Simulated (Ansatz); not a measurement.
ZnS in space group P4_2/mnm (No. 136; Zn on 4g, S on 4f), plane-wave PAW PBE (Ansatz code). The conduction-band minimum lies at Γ, with 1 equivalent valley. Second derivatives d²E/dk² of the lowest band at one valley (eV·Å²), along Cartesian directions:

```json
[
 {"direction": "[100]", "d²E/dk²": "39.92"},
 {"direction": "[010]", "d²E/dk²": "39.92"},
 {"direction": "[001]", "d²E/dk²": "45.26"},
 {"direction": "[110]", "d²E/dk²": "39.92"},
 {"direction": "[101]", "d²E/dk²": "42.60"},
 {"direction": "[011]", "d²E/dk²": "42.60"}
]
```

Task: Find the principal effective masses, the density-of-states mass and the conductivity mass.

Result: Off-diagonal terms follow from H_xy = H[110] − (H_xx + H_yy)/2, and m*/mₑ = 7.620 eV·Å² over each eigenvalue: 0.17, 0.19, 0.19. One valley's DOS mass (m₁m₂m₃)^(1/3) = 0.18, conductivity mass 3/(Σ 1/mᵢ) = 0.18 mₑ.

Task: What effective density of states Nc follows at 300 K for parabolic valleys?

Result: Nc = 2.509e19 × 1 × (0.18)^(3/2) ≈ 1.9e18 cm⁻³.

The start of the workflow was typed in or built on a structure type; neither database checked (COD, Materials Project) lists it. It is not the phase usual at ambient conditions (space group No. 186, 216). Symmetry was held in the PBE relaxation; whether a distortion lowers the energy is not shown. The volume moved by 18 % from the start of the relaxation.

Potentials: the earlier of the program's two PAW sets.

Edges and masses are those of Kohn–Sham bands, whose gap is no quasiparticle gap.
